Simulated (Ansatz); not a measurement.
C started on a Ge site next to Ge started in the widest void in antifluorite Mg2Ge, 97 atoms, charge −1

Method: DFT, PBEsol, PAW, plane waves in Ansatz.

Command:

```sh
ansatz run in.yaml --threads 8 --pin off --max-ram 118750MiB --runs-dir r --events-out ev --progress --plain --backend cuda --devices 0,
```

The input less its lattice and atoms (starting moments on atoms near the defect: 1 μB in all):

```yaml
crystal:
  symmetry: { detect: false }
kpoints:
  mp_grid: { grid: [1, 1, 1], shift: [0.25, 0.25, 0.25] }
hamiltonian:
  xc: pbesol
total_charge: -1
magnetization:
  spin_polarized: true
scf:
  occupations: { method: fermi_dirac, width: 0.01 }
relax:
  f_tol: 0.03
  max_steps: 80
  escape_saddle: false
  adjacent_minimum: "off"
output:
  forces: true
  eigenvalues: true
  populations: true
  charged_corrections: { epsilon: 20 }
```

Start:

```
Mg Ge C
1.0
    12.72739    0.00000    0.00000
     0.00000   12.72739    0.00000
     0.00000    0.00000   12.72739
Mg Ge C
64 32 1
Direct
  0.37424 0.12375 0.12820
  0.37347 0.12515 0.62513
  0.37657 0.62641 0.12477
  0.37646 0.62717 0.62388
  0.87786 0.12583 0.12362
  0.87349 0.12475 0.62427
  0.87590 0.62375 0.12654
  0.87819 0.62372 0.62578
  0.12574 0.37450 0.12437
  0.12718 0.37166 0.62530
  0.12266 0.87189 0.12325
  0.12601 0.87656 0.62632
  0.62478 0.37456 0.12586
  0.62340 0.37298 0.62632
  0.62695 0.87782 0.12470
  0.62410 0.87282 0.62550
  0.12461 0.12603 0.37530
  0.12852 0.12637 0.87601
  0.12683 0.62743 0.37374
  0.12204 0.62342 0.87668
  0.62157 0.12549 0.37603
  0.62620 0.12069 0.87236
  0.62364 0.62581 0.37703
  0.62353 0.62425 0.87193
  0.12492 0.12760 0.12545
  0.12567 0.12537 0.62413
  0.12440 0.62177 0.12721
  0.12583 0.62627 0.62515
  0.62512 0.12523 0.12704
  0.62643 0.12464 0.62575
  0.62525 0.62636 0.12424
  0.62536 0.62445 0.62384
  0.37678 0.37540 0.37574
  0.37831 0.37641 0.87553
  0.37524 0.87343 0.37614
  0.37601 0.87544 0.87520
  0.87519 0.37451 0.37524
  0.87742 0.37626 0.87361
  0.87433 0.87421 0.37426
  0.87449 0.87361 0.87320
  0.37498 0.37463 0.12467
  0.37590 0.37451 0.62470
  0.37465 0.87176 0.12332
  0.37610 0.87555 0.62514
  0.87297 0.37384 0.12521
  0.87398 0.37429 0.62507
  0.87605 0.87353 0.12452
  0.87556 0.87203 0.62218
  0.37441 0.12488 0.37342
  0.37514 0.12273 0.87672
  0.37155 0.62354 0.37110
  0.37523 0.62449 0.87590
  0.87770 0.12637 0.37586
  0.87511 0.12385 0.87350
  0.87512 0.62432 0.37383
  0.87675 0.62643 0.87645
  0.12626 0.37475 0.37552
  0.12521 0.37708 0.87710
  0.12449 0.87136 0.37196
  0.12295 0.87267 0.87625
  0.62815 0.37487 0.37666
  0.62393 0.37423 0.87444
  0.62440 0.87428 0.37399
  0.62537 0.87316 0.87182
  0.00203 0.99952 0.99833
  0.99833 0.00093 0.49973
  0.99776 0.49747 0.00074
  0.99735 0.50179 0.50170
  0.49835 0.99745 0.00187
  0.50058 0.00002 0.49850
  0.49989 0.50138 0.00114
  0.25049 0.25138 0.99937
  0.25148 0.24718 0.49958
  0.25090 0.74892 0.00013
  0.24825 0.74808 0.50227
  0.74952 0.24932 0.00263
  0.74961 0.25049 0.49922
  0.74852 0.74879 0.99824
  0.75151 0.74887 0.49961
  0.25029 0.00346 0.24859
  0.25123 0.99771 0.75027
  0.24675 0.50186 0.25008
  0.24957 0.50067 0.75078
  0.74833 0.00075 0.24917
  0.74894 0.99676 0.74878
  0.75007 0.50375 0.24974
  0.74950 0.50039 0.75155
  0.99976 0.25084 0.25057
  0.99958 0.25099 0.75060
  0.99997 0.75172 0.24890
  0.00129 0.74861 0.74841
  0.50012 0.24722 0.24961
  0.50231 0.24956 0.75110
  0.50070 0.74958 0.25228
  0.50067 0.74980 0.75025
  0.49685 0.74889 0.49721
  0.50028 0.49837 0.50135
```

Steps:

```tsv
step	energy less the first (eV)	largest force component (eV/Å)
start	0.000	1.044
1	-1.069	0.398
2	-1.122	0.568
3	-1.285	0.280
4	-1.323	0.095
5	-1.340	0.062
6	-1.356	0.092
7	-1.377	0.081
8	-1.387	0.052
9	-1.393	0.034
10	-1.406	0.065
11	-1.413	0.066
12	-1.415	0.021
13	-1.415	0.021
14	-1.417	0.017
```

End:

```xyz
97
Lattice="12.7274 0.0000 0.0000 0.0000 12.7274 0.0000 0.0000 0.0000 12.7274" Properties=species:S:1:pos:R:3 pbc="T T T"
Mg    4.7864    1.6157    1.6081
Mg    4.7590    1.6497    7.9651
Mg    4.7780    7.9662    1.5136
Mg    4.9172    7.5843    7.5818
Mg   11.1527    1.6017    1.5943
Mg   11.1680    1.5597    7.9727
Mg   11.1143    7.9295    1.6196
Mg   11.0830    7.9385    7.9700
Mg    1.5959    4.7719    1.5989
Mg    1.6186    4.7846    7.9484
Mg    1.5850   11.1590    1.5878
Mg    1.5710   11.1460    7.9709
Mg    7.9463    4.7858    1.6192
Mg    7.9223    4.6696    7.9164
Mg    7.9656   11.1470    1.5737
Mg    7.9638   11.2408    7.9679
Mg    1.6083    1.6173    4.7830
Mg    1.5967    1.6011   11.1482
Mg    1.5033    7.9655    4.7748
Mg    1.6163    7.9335   11.1104
Mg    7.9651    1.6449    4.7533
Mg    7.9704    1.5632   11.1621
Mg    7.5530    7.5468    4.9274
Mg    7.9690    7.9385   11.0864
Mg    1.5928    1.6160    1.5927
Mg    1.6042    1.6144    7.9559
Mg    1.5914    7.9848    1.5945
Mg    1.6245    7.9499    7.9660
Mg    7.9556    1.6143    1.6004
Mg    7.9713    1.6057    7.9705
Mg    7.9640    7.9516    1.6388
Mg    7.8463    7.5462    7.8580
Mg    4.9779    5.0524    4.9667
Mg    4.7878    4.7658   11.1233
Mg    4.7766   11.3214    4.7716
Mg    4.7651   11.1152   11.0889
Mg   11.1307    4.7652    4.7832
Mg   11.1526    4.7386   11.1482
Mg   11.0921   11.1172    4.7611
Mg   11.1492   11.1251   11.1470
Mg    4.7900    4.8017    1.6180
Mg    5.0223    4.7227    7.8777
Mg    4.7499   11.1526    1.5928
Mg    4.7617   11.2262    7.9510
Mg   11.1147    4.7662    1.6271
Mg   11.1605    4.7555    7.9634
Mg   11.1371   11.1453    1.5795
Mg   11.0980   11.1025    7.9648
Mg    4.7722    1.7724    4.7670
Mg    4.7828    1.5745   11.1552
Mg    4.5601    8.2311    4.5617
Mg    4.7732    7.9411   11.0198
Mg   11.1642    1.5728    4.7755
Mg   11.1483    1.5950   11.1440
Mg   11.0168    7.9428    4.7669
Mg   11.1462    7.9358   11.1406
Mg    1.6171    4.8011    4.7867
Mg    1.6269    4.7668   11.1089
Mg    1.5917   11.1513    4.7445
Mg    1.5816   11.1461   11.1328
Mg    7.8859    4.7064    5.0090
Mg    7.9631    4.7583   11.1524
Mg    7.9576   11.2322    4.7525
Mg    7.9647   11.1020   11.0968
Ge    0.0061    0.0100    0.0025
Ge   12.7270   12.6900    6.3631
Ge    0.0117    6.3539    0.0081
Ge   12.7043    6.3946    6.3702
Ge    6.3645   12.6908   12.7221
Ge    6.3374    0.1831    6.3333
Ge    6.3710    6.3961   12.7065
Ge    3.1991    3.2000    0.0087
Ge    3.1944    3.2622    6.3720
Ge    3.1817    9.5473   12.6998
Ge    3.1872    9.5763    6.3881
Ge    9.5509    3.1805    0.0169
Ge    9.6149    3.1291    6.3869
Ge    9.5411    9.5242   12.7227
Ge    9.3983    9.4771    6.3514
Ge    3.1745    0.0523    3.1731
Ge    3.1720    0.0158    9.5509
Ge    3.2025    6.3889    3.2062
Ge    3.2579    6.3351    9.4574
Ge    9.5550    0.0184    3.1651
Ge    9.5650   12.7258    9.5656
Ge    9.4601    6.3319    3.2577
Ge    9.5504    6.2963    9.5457
Ge    0.0107    3.1987    3.1972
Ge    0.0191    3.1781    9.5501
Ge   12.6972    9.5493    3.1799
Ge   12.7204    9.5266    9.5400
Ge    6.3734    3.2589    3.1900
Ge    6.3895    3.1349    9.6079
Ge    6.3882    9.5810    3.1937
Ge    6.3536    9.4753    9.4004
Ge    6.4690    9.5291    6.4486
C     6.5463    5.9341    6.5393
```

Self-consistency was reached.

Time: 53 s of wall time on one NVIDIA GB300 with 8 processor threads, on a host shared with other runs; peak host memory 2.6 GiB.

Problem. How much energy did the relaxation gain, and which atom moved most?

Solution. 1.42 eV in 14 steps, from a start with small random displacements (neighbours that lie too close to an added atom are first pushed off); atom 23 (Mg) moved 0.58 Å, the median atom 0.05 Å (drift of the whole cell removed).

The moment started at 1 μB and ended at 1.0 μB; no other spin state is shown. The program warned that the state may not be the lowest. The one k point has no symmetry partners, which can distort the end along one axis.
